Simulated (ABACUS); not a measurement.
A self-consistent single point of Ge2Mo (I4/mmm, 6 atoms in the cell; from Materials Project mp-10201, changed as shown) with ABACUS.

All values come from this method and carry its errors: LDA (PW92), numerical atomic orbitals SZP (confined pseudo-atomic orbitals with Gaussian additions; energy shift 0.01 Ry), PseudoDojo 0.4 standard norm-conserving LDA (tails mended) pseudopotentials (ABACUS).

The change in words: lattice scaled by 0.98. Reference geometry (I4/mmm):
```xyz
6
Lattice="3.2890 0.0000 0.0000 0.0000 3.2890 0.0000 0.0000 0.0000 8.1094" Properties=species:S:1:pos:R:3 pbc="T T T"
Ge     1.6445     1.6445     1.3111
Ge     0.0000     0.0000     2.7437
Ge     0.0000     0.0000     5.3658
Ge     1.6445     1.6445     6.7984
Mo     0.0000     0.0000     0.0000
Mo     1.6445     1.6445     4.0547
```

Reference input (self-consistent single point, DFT, LDA (PW92), numerical atomic orbitals SZP (confined pseudo-atomic orbitals with Gaussian additions; energy shift 0.01 Ry), PseudoDojo 0.4 standard norm-conserving LDA (tails mended) pseudopotentials): basis = SZP numerical atomic orbitals, energy shift 0.01 Ry; KPT = Gamma 12 12 4 0 0 0; basis_type = lcao; dft_functional = PWLDA; ecutwfc = 100 Ry; smearing_method = fd; smearing_sigma = 0.00734986 Ry; potentials = PseudoDojo 0.4 standard norm-conserving LDA (tails mended); symmetry = 1; symmetry_prec = 1e-05; ks_solver = genelpa; scf_nmax = 100. This run's input differs from it in these lines:

```diff
@@ -34,5 +34,5 @@
 LATTICE_VECTORS
-   3.2889800000    0.0000000000    0.0000000000
-   0.0000000000    3.2889800000    0.0000000000
-   0.0000000000    0.0000000000    8.1094280000
+   3.2232000000    0.0000000000    0.0000000000
+   0.0000000000    3.2232000000    0.0000000000
+   0.0000000000    0.0000000000    7.9472390000
```

Log, with long lists cut:

```
 SELF-CONSISTENT
 -------------------------------------------

                  longest orb rcut (Bohr) = 8
   longest nonlocal projector rcut (Bohr) = 1.94
                     search radius (Bohr) = 19.9

                          real space grid = [ 40, 40, 96 ]
                                 init_chg = atomic

 LCAO ALGORITHM --------------- ION=   1  ELEC=   1--------------------------------

 Density error is 0.0444837486137
 E_KohnSham     -995.1861697314      -13540.2024791421
 E_Fermi        1.5075487939         20.5112536105

 LCAO ALGORITHM --------------- ION=   1  ELEC=   2--------------------------------

   [... lines left out ...]

   [... 4 blocks of this kind left out ...]

 LCAO ALGORITHM --------------- ION=   1  ELEC=   7--------------------------------

 Density error is 2.1383732261e-06
 E_KohnSham     -995.3011931712      -13541.7674533269
 E_Fermi        1.4582496446         19.8405042729

 LCAO ALGORITHM --------------- ION=   1  ELEC=   8--------------------------------

 Density error is 2.26482839133e-07
 E_KohnSham     -995.3011931711      -13541.7674533263
 E_KS(sigma->0) -995.3000786468      -13541.7522894441
 E_entropy(-TS) -0.0022290488        -0.0303277644
 E_Fermi        1.4582481415         19.8404838219
 charge density convergence is achieved
 final etot is -13541.767453 eV
 EFERMI = 19.840483822 eV

 STATE ENERGY(eV) AND OCCUPATIONS    NSPIN == 1
   [... 49 lines left out ...]

 TOTAL-FORCE (eV/Angstrom)
                       Ge1         0.0000000000         0.0000000000         0.2807065227
                       Ge2         0.0000000000         0.0000000000        -0.2807064932
                       Ge3         0.0000000000         0.0000000000         0.2807064932
                       Ge4         0.0000000000         0.0000000000        -0.2807065227
                       Mo1         0.0000000000         0.0000000000         0.0000000000
                       Mo2         0.0000000000         0.0000000000         0.0000000000

 TOTAL-STRESS (KBAR)
       154.6619531984         0.0000000000         0.0000000000
         0.0000000000       154.6619531984         0.0000000000
         0.0000000000         0.0000000000       210.6133671671
 TOTAL-PRESSURE: 173.312425 KBAR

 --------------------------------------------
 !FINAL_ETOT_IS -13541.7674533262670593 eV
 --------------------------------------------
```

The run converged in 8 iterations. Against the reference run the free energy rises by 53.6 meV/atom, the pressure goes from 3.39 to 17.33 GPa and the largest force goes from under 0.1 to 0.28 eV/Å.

The atom-centred basis is finite, which shifts total energies, pressures and forces against plane waves. A single-zeta basis is rough, for pressures and forces above all. The structure comes from a collection of computed structures, made at another level of theory; the collection holds predicted forms beside known ones. Its lattice was then scaled.

Cost on one core: roughly 50 core-seconds.

The atomic orbitals were generated for these runs; they are not ABACUS's published sets and were checked against plane waves on a few crystals only.

“Tails mended”: in these copies of the files the far tail of each local potential was reset to the Coulomb form.
